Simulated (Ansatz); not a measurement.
Data:

CuCl (zinc blende, F-43m), a = b = c = 5.290 Å, α = β = γ = 90.00°; the cell used has 2 atoms.

This is the PBEsol-relaxed structure.

All from plane-wave PAW PBEsol (Ansatz code), unless another level is named. Give the Poisson's ratio.

0.42.

What about the elastic constants (relaxed ions, GPa)?

C11 = 71.3, C12 = 58.7, C44 = 15.9.

The cell was relaxed with PBEsol under the symmetry of its start. No spin polarisation was allowed.

Potentials: the earlier of the program's two PAW sets. The files were generated under PBE; for other functionals the program regenerates the frozen cores, and for LDA and PBEsol the local potential too.
